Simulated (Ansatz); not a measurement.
PbTe (started from an entry of an open crystallographic database), relaxed with r2SCAN, was run in the PAW code Ansatz under altered settings. All numbers are computed, without spin polarisation but where a row says otherwise.

```yaml
crystal:
  lattice:
    - [0.00000, 3.26786, 3.26786]
    - [3.26786, 0.00000, 3.26786]
    - [3.26786, 3.26786, 0.00000]
  atoms:
    - { symbol: Te, position: [0.50000, 0.50000, 0.50000] }
    - { symbol: Pb, position: [0.00000, 0.00000, 0.00000] }
```

The base run's other keys:
```yaml
kpoints:
  mp_grid: { grid: [4, 4, 4] }
hamiltonian:
  xc: hse06
scf:
  occupations: { method: fixed }
  n_extra_bands: 4
```

It takes 12 iterations with 1363 plane waves at 420 eV and 8 k points, and leaves a mean stress of -0.33 GPa. The gap over this mesh is 1.202 eV. It ran on 4 threads of Arm Neoverse N1, with other jobs on the host.

Outcomes, with energy and stress as changes against the base:

| setting | outcome | ΔF (meV/atom) | Δ mean stress (GPa) | gap on the mesh (eV) | iterations | wall time |
| --- | --- | --- | --- | --- | --- | --- |
| PBE hybrid, exx coeff 0.2, omega 0.5 1/Å | converged | – | +0.5 | 0.911 | 10 | 15 s |
| PBE hybrid, exx coeff 1.0, omega 0.5 1/Å | converged | – | -1.2 | 1.397 | 17 | 20 s |
| PBE hybrid, exx coeff 1.0, unscreened | converged | – | -1.9 | 5.293 | 21 | 20 s |
| PBE hybrid, exx coeff 0.4, omega 0.3 1/Å | converged | – | -0.4 | 1.269 | 13 | 16 s |
| scf.mixing.preconditioner: none | converged | 0.0 | 0.0 | 1.202 | 12 | 15 s |

A dash marks a value that wasn't obtained or can't be compared. Stress is positive in compression. The base took 16 s.

- PBE hybrid, exx coeff 0.2, omega 0.5 1/Å. That is 20 % exact exchange, screened with ω = 0.5 1/Å, against HSE06's 25 % screened at 0.208 1/Å. The mean stress moves by +0.5 GPa and the gap on the mesh by -0.290 eV (to 0.911). Totals of different functionals aren't comparable.
- PBE hybrid, exx coeff 1.0, omega 0.5 1/Å. That is 100 % exact exchange, screened with ω = 0.5 1/Å, against HSE06's 25 % screened at 0.208 1/Å. The mean stress moves by -1.2 GPa and the gap on the mesh by +0.196 eV (to 1.397). Totals of different functionals aren't comparable.
- PBE hybrid, exx coeff 1.0, unscreened. That is 100 % exact exchange, at all ranges, against HSE06's 25 % screened at 0.208 1/Å. The mean stress moves by -1.9 GPa and the gap on the mesh by +4.091 eV (to 5.293). Totals of different functionals aren't comparable.
- PBE hybrid, exx coeff 0.4, omega 0.3 1/Å. That is 40 % exact exchange, screened with ω = 0.3 1/Å, against HSE06's 25 % screened at 0.208 1/Å. The mean stress moves by -0.4 GPa and the gap on the mesh by +0.067 eV (to 1.269). Totals of different functionals aren't comparable.

Within 1 meV an atom, 0.1 GPa and 0.005 eV of the base stay: scf.mixing.preconditioner: none.

Spin-orbit coupling is left out; in compounds of Pb, Bi, Tl or Hg it can lower a gap by up to about 1 eV, split its edges or invert the bands.

The stress of a hybrid is loosely converged in these runs.

The meshes of the hybrids are coarse, so their gaps aren't converged to the digits shown.
